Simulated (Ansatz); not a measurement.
## LiPb: computed DOS

```xyz
2
Lattice="3.5220 0.0000 0.0000 0.0000 3.5220 0.0000 0.0000 0.0000 3.5220" Properties=species:S:1:pos:R:3 pbc="T T T"
Li    1.7610    1.7610    1.7610
Pb    0.0000    0.0000    0.0000
```

Conventional cell: a = 3.522 Å, b = 3.522 Å, c = 3.522 Å, α = 90.00°, β = 90.00°, γ = 90.00°. Around Li (atom 1) lie 8 Pb at 3.05 Å. Pb (atom 2) is surrounded by 8 Li at 3.05 Å.

The cell is COD entry 1522614, as deposited and not checked against the literature; nothing was relaxed. It is an old determination, and later ones may differ.

Spin–orbit coupling is left out, though it moves levels of the heavy atoms by tenths of an eV or more.

Computed with DFT, LDA, all-electron LAPW, scalar-relativistic in Ansatz 0.2.0.

Settings: a Γ-centred 10×10×10 k mesh, Fermi–Dirac smearing of 0.03 eV, basis error target 0.5 meV/atom, no spin polarisation.

States per eV and cell, averaged over 0.6 eV, from -9.4 to 1.8 eV, with energies (bin centres) from the Fermi level; empty bins are left out. 

| E (eV) | total |
| --- | --- |
| -9.2 | 0.67 |
| -8.6 | 0.78 |
| -8.0 | 0.65 |
| -7.4 | 0.47 |
| -6.8 | 0.19 |
| -6.2 | 0.07 |
| -3.8 | 0.12 |
| -3.2 | 0.54 |
| -2.6 | 0.98 |
| -2.0 | 0.97 |
| -1.4 | 0.89 |
| -0.8 | 0.85 |
| -0.2 | 0.69 |
| 0.4 | 0.68 |
| 1.0 | 0.63 |
| 1.6 | 0.66 |
